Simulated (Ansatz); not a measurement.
The relaxed structure here is a generated cell of SnO: the first start was made by placing the elements on the sites of a structure type, and the end was not matched to a known phase here, so it may be hypothetical. Known forms of SnO include space group No. 129.

The end point of a relaxation of SnO. Space group I2₁3 (No. 199). The numbers are results of r2SCAN (plane waves to 500 eV, PAW, scalar-relativistic; Ansatz, a quantum-chemistry and plane-wave program), not measurements.

```xyz
8
Lattice="-3.2201 3.2201 3.2201 3.2201 -3.2201 3.2201 3.2201 3.2201 -3.2201" Properties=species:S:1:pos:R:3 pbc="T T T"
O      2.9056     2.9056     2.9056
O      0.3144     3.5345    -0.3144
O      3.5345    -0.3144     0.3144
O     -0.3144     0.3144     3.5345
Sn     1.6902     1.6902     1.6902
Sn     1.5299     4.7500    -1.5299
Sn     4.7500    -1.5299     1.5299
Sn    -1.5299     1.5299     4.7500
```

**Question.** What band gap does r2SCAN give?

**Answer.** 0.62 eV, indirect (valence top at 57 % of the way from P to H, conduction bottom at k = (0.4286, 0.4286, -0.4286)) (no spin-orbit coupling).

**Question.** Predict the smallest direct gap from r2SCAN.

**Answer.** 0.77 eV at k = (0.4286, 0.4286, -0.4286).

No spin polarisation in the result.

The run could not lose the symmetry of its start: the end is stationary, and may be a saddle point rather than a minimum.
